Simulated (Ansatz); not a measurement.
Relaxed-ion elastic tensor of Pb (simple cubic, Pm-3m) in GPa (Voigt order), plane-wave PAW PBE (Ansatz code); density 10.01 g/cm³, 34.37 Å³ per atom.

```
81.1  13.0  13.0   0.0   0.0   0.0
13.0  81.1  13.0   0.0   0.0   0.0
13.0  13.0  81.1   0.0   0.0   0.0
 0.0   0.0   0.0  -2.1   0.0   0.0
 0.0   0.0   0.0   0.0  -2.1   0.0
 0.0   0.0   0.0   0.0   0.0  -2.1
```

Q: Is the crystal mechanically stable?

A: No: the smallest eigenvalue of C is -2.1 GPa.

The cell is a constructed one: a structure type filled with these elements; neither database checked (COD, Materials Project) lists it. It is not the phase usual at ambient conditions (space group No. 225). The cell was relaxed with PBE under the symmetry of its start. At this level the phase is mechanically unstable. As this level gives no gap, shear constants depend on the k-mesh and smearing (Fermi–Dirac, 0.1 eV here). Scalar-relativistic: spin–orbit coupling is off unless named, which matters more the heavier the elements.

Potentials: the later of the program's two PAW sets.
